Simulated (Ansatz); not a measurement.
GeTePb$_{2}$Se$_{2}$ in space group P3m1 (No. 156; Pearson symbol hP6), DFT-r²SCAN+D4 in the program Ansatz with PAW potentials. The conduction-band minimum lies at L, with 3 equivalent valleys. Second derivatives d²E/dk² of the lowest band at one valley (eV·Å²), along Cartesian directions:

| direction | d²E/dk² |
|---|---|
| [100] | 41.25 |
| [010] | 25.05 |
| [001] | 49.95 |
| [110] | 33.13 |
| [101] | 45.42 |
| [011] | 37.81 |

**Question.** Find the principal effective masses, the density-of-states mass and the conductivity mass.

**Answer.** Off-diagonal terms follow from H_xy = H[110] − (H_xx + H_yy)/2, and m*/mₑ = 7.620 eV·Å² over each eigenvalue: 0.15, 0.18, 0.30. One valley's DOS mass (m₁m₂m₃)^(1/3) = 0.20, conductivity mass 3/(Σ 1/mᵢ) = 0.20 mₑ.

**Question.** What effective density of states Nc follows at 300 K for parabolic valleys?

**Answer.** Nc = 2.509e19 × 3 × (0.20)^(3/2) ≈ 6.7e18 cm⁻³.

The workflow started from a Materials Project entry (that database holds measured and hypothetical structures alike); the Crystallography Open Database copy checked does not list it. Whether it is the stable phase at ambient conditions was not checked. Symmetry was held in the r²SCAN+D4 relaxation; its stability against distortions is not shown here. Scalar-relativistic: spin–orbit coupling is off unless named, which matters more the heavier the elements.

Potentials: the later of the program's two PAW sets.

Edges and masses are those of Kohn–Sham bands, whose gap is no quasiparticle gap.
